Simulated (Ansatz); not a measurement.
# RuS₂ — ⁹⁹Ru nuclear quadrupole resonance

Cell: a COD entry, ions relaxed with PBE at fixed cell.

```
Ru S
1.0
     5.57000    0.00000    0.00000
     0.00000    5.57000    0.00000
     0.00000    0.00000    5.57000
Ru S
4 8
Direct
  0.00000 0.00000 0.00000
  0.50000 0.00000 0.50000
  0.50000 0.50000 0.00000
  0.00000 0.50000 0.50000
  0.61323 0.61323 0.61323
  0.88677 0.38677 0.11323
  0.11323 0.88677 0.38677
  0.38677 0.11323 0.88677
  0.38677 0.38677 0.38677
  0.11323 0.61323 0.88677
  0.88677 0.11323 0.61323
  0.61323 0.88677 0.11323
```

Atom numbers follow the list; atoms alike are taken as one site, whose name carries the number of the first.

The numbers come from a DFT calculation in Ansatz (PBE, plane waves and PAW, scalar-relativistic, collinear spin, 420 eV cutoff, Γ-centred 6×6×6 k-points, Fermi–Dirac smearing 0.05 eV). Start moments as typed (μB): 2 on each Ru, none on the rest.

⁹⁹Ru: I = 5/2, Q = 79.00 mb (year-2017 value). Static lattice, zero field.

Question: The simulated lines lie at 1.37, 2.75 MHz. What are |C_Q|, η and |V_zz| at Ru?

Answer: For I = 5/2 and η = 0 the lines are 3|C_Q|/20 and twice that; η pulls their ratio below 2. Here |C_Q| = 9.17 MHz, η = 0.00 and |V_zz| = 4.80 × 10²¹ V/m². The calculation gives V_zz negative; the lines don't show the sign. The site has 6 S at 2.33 Å.

An axis of threefold or higher order runs through Ru, so V_zz lies along it and η is zero.

At this cell the PBE pressure is 8 GPa, so with PBE the cell would grow if it were relaxed. Without spin–orbit coupling (the program notes it for Ru) the gradients can shift somewhat, as the gap is small. With these PAW files V_zz is typically within 2 to 3 % of all-electron values, but misses above 10 % occur on Ru. The start moments die out, and the run ends without spin.
